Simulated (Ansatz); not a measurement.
A relaxation computed with Ansatz, from input to last step.

```yaml
crystal:
  lattice:
    - [1.8051363074, 1.042195933, 8.5496019397]
    - [-1.8051363074, 1.042195933, 8.5496019397]
    - [0.0, -2.084391866, 8.5496019397]
  atoms:
    - { symbol: Zr, position: [0.7849129246, 0.7849129246, 0.7849129246] }
    - { symbol: Zr, position: [0.2150870754, 0.2150870754, 0.2150870754] }
    - { symbol: Zr, position: [0.0, 0.0, 0.0] }
    - { symbol: P, position: [0.6055358734, 0.6055358734, 0.6055358734] }
    - { symbol: P, position: [0.3944641266, 0.3944641266, 0.3944641266] }
basis:
  ecutwfc: 420
kpoints:
  mp_grid: { grid: [12, 12, 12] }
hamiltonian:
  xc: pbesol
scf:
  occupations: { method: gaussian, width: 0.1 }
output:
  forces: true
  stress: true
  eigenvalues: true
relax:
  adjacent_minimum: "off"
  f_tol: 0.01
  max_steps: 60
  cell: { stress_tol: 0.1 }
```

```bash
ansatz run input.yaml --threads 1 --pin off --max-ram 2560MiB --backend cpu --events-out ev --progress --plain --runs-dir out
```

Level of theory: DFT PBEsol, scalar-relativistic, plane waves, PAW in Ansatz 0.2.0.

Of 5 frames 4 are shown, positions in Å and forces in eV/Å; the SCF threshold varies from step to step. Steps run on the plane waves of an earlier cell, with a Pulay correction in the pressure. The basis is chosen afresh for the last frame, the zero of the energies, and at times for earlier ones too; energy and pressure step there, also at an unchanged geometry. The mark taken_back stands on steps that the optimiser undid.

```xyz
5
Lattice="1.8051 1.0422 8.5496 -1.8051 1.0422 8.5496 0.0000 -2.0844 8.5496" Properties=species:S:1:pos:R:3:forces:R:3 pbc="T T T" step=1 free_energy_over_end_meV_per_atom=0.07 pressure_GPa=0.08
Zr    0.0000    0.0000   20.1321    0.0000    0.0000    0.0633
Zr    0.0000    0.0000    5.5167    0.0000    0.0000   -0.0633
Zr    0.0000    0.0000    0.0000    0.0000    0.0000    0.0000
P     0.0000    0.0000   15.5313    0.0000    0.0000    0.0322
P     0.0000    0.0000   10.1175    0.0000    0.0000   -0.0322
5
Lattice="1.8037 1.0414 8.4799 -1.8037 1.0414 8.4799 0.0000 -2.0827 8.4799" Properties=species:S:1:pos:R:3:forces:R:3 pbc="T T T" step=2 free_energy_over_end_meV_per_atom=3.28 pressure_GPa=0.72 taken_back
Zr    0.0000    0.0000   20.0072    0.0000    0.0000   -0.3432
Zr    0.0000    0.0000    5.4325    0.0000    0.0000    0.3432
Zr    0.0000    0.0000    0.0000    0.0000    0.0000    0.0000
P     0.0000    0.0000   15.3874    0.0000    0.0000    0.0691
P     0.0000    0.0000   10.0523    0.0000    0.0000   -0.0691
5
Lattice="1.8056 1.0424 8.5430 -1.8056 1.0424 8.5430 0.0000 -2.0849 8.5430" Properties=species:S:1:pos:R:3:forces:R:3 pbc="T T T" step=3 free_energy_over_end_meV_per_atom=0.01 pressure_GPa=0.05
Zr    0.0000    0.0000   20.1205    0.0000    0.0000    0.0184
Zr    0.0000    0.0000    5.5086    0.0000    0.0000   -0.0184
Zr    0.0000    0.0000    0.0000    0.0000    0.0000    0.0000
P     0.0000    0.0000   15.5186    0.0000    0.0000    0.0213
P     0.0000    0.0000   10.1105    0.0000    0.0000   -0.0213
5
Lattice="1.8057 1.0425 8.5435 -1.8057 1.0425 8.5435 0.0000 -2.0850 8.5435" Properties=species:S:1:pos:R:3:forces:R:3 pbc="T T T" step=5 free_energy_over_end_meV_per_atom=0.00 pressure_GPa=0.02
Zr    0.0000    0.0000   20.1225    0.0000    0.0000    0.0036
Zr    0.0000    0.0000    5.5080    0.0000    0.0000   -0.0036
Zr    0.0000    0.0000    0.0000    0.0000    0.0000    0.0000
P     0.0000    0.0000   15.5201    0.0000    0.0000    0.0076
P     0.0000    0.0000   10.1104    0.0000    0.0000   -0.0076
```

The run took 2.4 min on 1 thread of Arm Neoverse V1 (shared host), peak memory 0.65 GiB.